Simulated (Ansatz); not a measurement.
Geometry optimisation in Ansatz: input, command and trajectory.

```yaml
crystal:
  lattice:
    - [4.2069994789, 0.0, 0.0]
    - [0.0, 4.2069994789, 0.0]
    - [0.0, 0.0, 4.2069994789]
  atoms:
    - { symbol: "Y", position: [0.0, 0.0, 0.0] }
    - { symbol: B, position: [0.1995827415, 0.5, 0.5] }
    - { symbol: B, position: [0.5, 0.1995827415, 0.5] }
    - { symbol: B, position: [0.8004172585, 0.5, 0.5] }
    - { symbol: B, position: [0.5, 0.8004172585, 0.5] }
    - { symbol: B, position: [0.5, 0.5, 0.1995827415] }
    - { symbol: B, position: [0.5, 0.5, 0.8004172585] }
basis:
  ecutwfc: 420
kpoints:
  mp_grid: { grid: [10, 10, 10] }
hamiltonian:
  xc: pbesol
scf:
  occupations: { method: gaussian, width: 0.1 }
output:
  forces: true
  stress: true
  eigenvalues: true
relax:
  adjacent_minimum: "off"
  f_tol: 0.01
  max_steps: 30
```

```bash
ansatz run input.yaml --threads 2 --pin off --max-ram 5120MiB --backend cpu --events-out ev --progress --plain --runs-dir out
```

Level of theory: DFT PBEsol, scalar-relativistic, plane waves, PAW in Ansatz 0.2.0.

The volume is held at 1.1 times that of the relaxed cell.

Of 4 frames 3 are shown, positions in Å and forces in eV/Å; the SCF threshold varies from step to step.

```xyz
7
Lattice="4.2070 0.0000 0.0000 0.0000 4.2070 0.0000 0.0000 0.0000 4.2070" Properties=species:S:1:pos:R:3:forces:R:3 pbc="T T T" step=1 free_energy_over_end_meV_per_atom=0.14
Y     0.0000    0.0000    0.0000    0.0000    0.0000    0.0000
B     0.8396    2.1035    2.1035    0.1355    0.0000    0.0000
B     2.1035    0.8396    2.1035    0.0000    0.1355    0.0000
B     3.3674    2.1035    2.1035   -0.1355    0.0000    0.0000
B     2.1035    3.3674    2.1035    0.0000   -0.1355    0.0000
B     2.1035    2.1035    0.8396    0.0000    0.0000    0.1355
B     2.1035    2.1035    3.3674    0.0000    0.0000   -0.1355
7
Lattice="4.2070 0.0000 0.0000 0.0000 4.2070 0.0000 0.0000 0.0000 4.2070" Properties=species:S:1:pos:R:3:forces:R:3 pbc="T T T" step=2 free_energy_over_end_meV_per_atom=0.04
Y     0.0000    0.0000    0.0000    0.0000    0.0000    0.0000
B     0.8407    2.1035    2.1035    0.0744    0.0000    0.0000
B     2.1035    0.8407    2.1035    0.0000    0.0744    0.0000
B     3.3663    2.1035    2.1035   -0.0744    0.0000    0.0000
B     2.1035    3.3663    2.1035    0.0000   -0.0744    0.0000
B     2.1035    2.1035    0.8407    0.0000    0.0000    0.0744
B     2.1035    2.1035    3.3663    0.0000    0.0000   -0.0744
7
Lattice="4.2070 0.0000 0.0000 0.0000 4.2070 0.0000 0.0000 0.0000 4.2070" Properties=species:S:1:pos:R:3:forces:R:3 pbc="T T T" step=4 free_energy_over_end_meV_per_atom=0.00
Y     0.0000    0.0000    0.0000    0.0000    0.0000    0.0000
B     0.8420    2.1035    2.1035    0.0006    0.0000    0.0000
B     2.1035    0.8420    2.1035    0.0000    0.0006    0.0000
B     3.3650    2.1035    2.1035   -0.0006    0.0000    0.0000
B     2.1035    3.3650    2.1035    0.0000   -0.0006    0.0000
B     2.1035    2.1035    0.8420    0.0000    0.0000    0.0006
B     2.1035    2.1035    3.3650    0.0000    0.0000   -0.0006
```

The run took 4.3 s on 2 threads of Intel(R) Xeon(R) 6975P-C (Granite Rapids), with other jobs on the host, peak memory 0.45 GiB.